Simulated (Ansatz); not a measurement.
Data:

LiCl:
```
LiCl
1.0
    0.00000     2.53208     2.53208
    2.53208     0.00000     2.53208
    2.53208     2.53208     0.00000
Li Cl
1 1
Direct
  0.00000   0.00000   0.00000
  0.50000   0.50000   0.50000
```

This is the PBEsol-relaxed structure.

All from DFT-PBEsol in the program Ansatz with PAW potentials, unless another level is named. Give the HSE06 gap on the PBEsol cell.

7.96 eV.

Next, the formation energy from the elements (no fitted shifts)?

-1.83 eV/atom.

Next, the valence-band maximum?

on the K–Γ line, 79 % of the way from K.

Space group Fm-3m (rock salt). Symmetry was held in the PBEsol relaxation. The references are the lowest solids computed at this level, not always the standard phases (solids in place of the gases).

Potentials: the later of the program's two PAW sets.
